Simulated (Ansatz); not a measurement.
Cr:
```cif
data_Cr2
_chemical_formula_sum 'Cr2'
_space_group_name_H-M_alt 'P 1'
_space_group_IT_number 1
_cell_length_a 2.86579
_cell_length_b 2.86579
_cell_length_c 2.86579
_cell_angle_alpha 90.000
_cell_angle_beta 90.000
_cell_angle_gamma 90.000
loop_
_space_group_symop_operation_xyz
  'x, y, z'
loop_
_atom_site_label
_atom_site_type_symbol
_atom_site_fract_x
_atom_site_fract_y
_atom_site_fract_z
_atom_site_occupancy
Cr1 Cr 0.00000 0.00000 0.00000 1
Cr2 Cr 0.50000 0.50000 0.50000 1
```
Starting moments (μB, in the order of the atoms Cr Cr): 1.1 -1.1.

Relaxed with PBE.

Question: Which orbitals make up the states near the Fermi level in the program Ansatz at the PBE level (PAW)?

Answer: Within 0.5 eV of the Fermi level: Cr 3d 88 %, Cr 4s 5 %, outside the projected shells 6 %. Projections are on Löwdin-orthogonalised atomic valence shells; empty p or d shells of many metals are not among them.

Question: Tabulate the density of states.

Answer: States/eV per cell of 2 atoms, in 0.25 eV bins, energy from the Fermi level.

```csv
E (eV),total,Cr 3d,Cr 4s,Cr 3p
-7.85,0.00,0.00,0.00,0.00
-7.60,0.05,0.00,0.05,0.00
-7.35,0.08,0.00,0.08,0.00
-7.10,0.11,0.00,0.10,0.00
-6.85,0.13,0.00,0.12,0.00
-6.60,0.16,0.00,0.14,0.00
-6.35,0.18,0.01,0.16,0.00
-6.10,0.21,0.01,0.18,0.01
-5.85,0.24,0.02,0.20,0.01
-5.60,0.27,0.04,0.22,0.01
-5.35,0.31,0.05,0.24,0.01
-5.10,0.36,0.08,0.26,0.01
-4.85,0.43,0.13,0.28,0.01
-4.60,0.55,0.21,0.31,0.01
-4.35,1.01,0.62,0.36,0.02
-4.10,1.71,1.29,0.38,0.02
-3.85,1.95,1.63,0.28,0.02
-3.60,2.47,2.13,0.30,0.03
-3.35,3.30,2.99,0.26,0.03
-3.10,2.15,2.00,0.11,0.02
-2.85,1.51,1.43,0.05,0.01
-2.60,1.83,1.77,0.02,0.02
-2.35,3.93,3.84,0.03,0.03
-2.10,3.97,3.88,0.04,0.02
-1.85,3.34,3.18,0.08,0.02
-1.60,3.38,3.15,0.14,0.02
-1.35,4.55,4.08,0.33,0.03
-1.10,4.16,3.69,0.33,0.03
-0.85,2.08,1.82,0.17,0.01
-0.60,1.32,1.11,0.12,0.01
-0.35,1.47,1.30,0.09,0.01
-0.10,0.87,0.74,0.06,0.00
0.15,0.62,0.52,0.04,0.00
0.40,1.21,1.13,0.02,0.00
0.65,2.68,2.61,0.03,0.01
0.90,4.63,4.55,0.04,0.01
1.15,6.34,6.28,0.03,0.01
1.40,5.88,5.77,0.06,0.00
1.65,3.85,3.64,0.15,0.00
1.90,3.10,2.88,0.18,0.00
2.15,3.94,3.65,0.25,0.00
2.40,2.54,2.28,0.20,0.00
2.65,1.79,1.62,0.14,0.00
2.90,0.78,0.60,0.14,0.00
3.15,0.79,0.46,0.27,0.00
3.40,0.71,0.35,0.28,0.00
3.65,0.67,0.29,0.28,0.00
3.90,0.64,0.24,0.27,0.00
4.15,0.62,0.20,0.27,0.00
4.40,0.60,0.17,0.26,0.00
4.65,0.57,0.15,0.25,0.00
```

Space group Im-3m (bcc (W type)). Symmetry was held in the PBE relaxation, as lowered by the spin order. The final state is antiferromagnetic, chosen from 3 collinear starts compared on coarse meshes (ties went to the first, and starts can fall back to one state), not a proven ground state. Textbook magnetic order: a spin-density-wave antiferromagnet.

Potentials: the earlier of the program's two PAW sets.
